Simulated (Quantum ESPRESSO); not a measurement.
# Kohn-Sham bands of TaS₂ (R3m)

```
TaS2
1.0
   -1.66882     2.89047     0.00000
   -3.33763     0.00000     0.00000
   -1.66882     0.96349     6.32841
Ta S
1 2
Direct
  0.83325   0.83325   0.50025
  0.41820   0.41820   0.74541
  0.58156   0.58156   0.25533
```

Cell from Materials Project (mp-10014), symmetrised, no further relaxation. Not found in the COD (Crystallography Open Database) copy used, which has the formula in other groups; not checked further. Method: PBEsol plane waves in Quantum ESPRESSO 7.5 (PseudoDojo norm-conserving files, 47 Ry, spinors with spin-orbit coupling), Bloch states on a 8×8×8 mesh through Γ, Wannier90 4.0.1. Density: 10×10×10 mesh, cold smearing 0.01 Ry. The cell is built of weakly bound layers, chains or molecules. Database cells relaxed without dispersion often hold them too far apart, which can enlarge gaps and weakens couplings between them; spacing and stacking were not compared with the measured crystal.

**Question.** List the Kohn-Sham levels between −8 and 3.0 eV relative to the Fermi level at the high-symmetry points, as a band run of pw.x on that density gives them (levels within 2 meV counted together).

**Answer.** 
```
point  k (reciprocal lattice)                                                                                                 levels (eV)
-----  ----------------------  ----------------------------------------------------------------------------------------------------------
Γ           0.000 0.000 0.000                           -6.01 (×2), -2.56 (×2), -2.42 (×2), -1.43 (×2), -1.29 (×2), -0.49 (×2), 0.72 (×2)
T           0.000 0.000 0.500                           -5.17 (×2), -2.58 (×2), -2.47 (×2), -2.29 (×2), -1.39 (×2), -1.25 (×2), 1.56 (×2)
H_2       -0.318 -0.636 0.182  -5.01, -4.98, -4.77, -4.73, -4.09, -3.77, -3.57, -3.45, -2.80, -2.73, -1.72, -1.68, 0.49, 0.82, 2.31, 2.34
H_0      -0.364 -0.682 -0.182  -5.01, -4.98, -4.77, -4.73, -4.09, -3.77, -3.57, -3.45, -2.80, -2.73, -1.72, -1.68, 0.49, 0.82, 2.31, 2.34
L          0.000 -0.500 0.000                          -5.83 (×2), -4.40 (×2), -3.93 (×2), -2.98 (×2), -1.37 (×2), -1.17 (×2), -0.29 (×2)
S_0      -0.341 -0.682 -0.341  -5.02, -4.99, -4.75, -4.71, -4.14, -3.81, -3.57, -3.46, -2.78, -2.68, -1.75, -1.71, 0.51, 0.85, 2.28, 2.30
S_2       -0.341 -0.659 0.000  -5.02, -4.99, -4.75, -4.71, -4.14, -3.81, -3.57, -3.46, -2.78, -2.68, -1.75, -1.71, 0.51, 0.85, 2.28, 2.30
F         -0.500 -0.500 0.000                          -5.74 (×2), -4.52 (×2), -3.67 (×2), -2.91 (×2), -1.78 (×2), -1.36 (×2), -0.23 (×2)
```
